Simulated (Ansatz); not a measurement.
C:
```cif
data_C12
_chemical_formula_sum 'C12'
_space_group_name_H-M_alt 'P63/mmc'
_space_group_IT_number 194
_space_group_name_Hall '-P 6c 2c'
_cell_length_a 2.51231
_cell_length_b 2.51231
_cell_length_c 12.39174
_cell_angle_alpha 90.000
_cell_angle_beta 90.000
_cell_angle_gamma 120.000
loop_
_atom_site_label
_atom_site_type_symbol
_atom_site_symmetry_multiplicity
_atom_site_Wyckoff_symbol
_atom_site_fract_x
_atom_site_fract_y
_atom_site_fract_z
_atom_site_occupancy
C1 C 4 f 0.66667 0.33333 0.14506 1
C2 C 4 f 0.66667 0.33333 0.02076 1
C3 C 4 e 0.00000 0.00000 0.18683 1
```

Relaxed with r²SCAN.

Q: Give the optical modes at the zone centre with their infrared and Raman activity from DFPT, plane-wave PAW r²SCAN (Ansatz code).

A: Transverse frequencies, without the LO–TO term; a row sums one degenerate level.

| ω (cm⁻¹) | degeneracy | IR ((D/Å)²/amu) | Raman (Å⁴/amu) | activity | symmetry |
|---|---|---|---|---|---|
| 295 | 2 | 0.00 | 0 | silent | E2u |
| 305 | 2 | 0.00 | 0 | silent | E2g |
| 485 | 2 | 0.00 | 0.30 | Raman | E1g |
| 490 | 1 | 0.00 | 0 | silent | B1g |
| 496 | 1 | 0.00 | 0 | silent | B2u |
| 499 | 2 | 0.00 | 0 | silent | E1u |
| 554 | 2 | 0.00 | 0 | silent | E2u |
| 880 | 1 | 0.00 | 0 | silent | A2u |
| 884 | 1 | 0.00 | 7.5 | Raman | A1g |
| 1058 | 1 | 0.00 | 0 | silent | B2u |
| 1219 | 2 | 0.00 | 43 | Raman | E2g |
| 1234 | 2 | 0.01 | 0 | silent | E1u |
| 1248 | 2 | 0.00 | 3.3 | Raman | E1g |
| 1280 | 1 | 0.00 | 0 | silent | B1g |
| 1293 | 2 | 0.00 | 410 | Raman | E2g |
| 1294 | 2 | 0.00 | 0 | silent | E2u |
| 1300 | 1 | 0.00 | 240 | Raman | A1g |
| 1316 | 1 | 0.00 | 0 | silent | B2u |
| 1322 | 1 | 0.00 | 0 | silent | A2u |
| 1325 | 2 | 0.00 | 250 | Raman | E1g |
| 1329 | 1 | 0.00 | 240 | Raman | A1g |
| 1337 | 1 | 0.00 | 0 | silent | B1g |

Space group P6_3/mmc. The workflow started from a Materials Project entry (that database holds measured and hypothetical structures alike). Its sites differ from those of the usual phase in this space group: another stacking or structure type. The cell was relaxed with r²SCAN under the symmetry of its start; phonons on a q-mesh show no instability.

Potentials: the later of the program's two PAW sets.
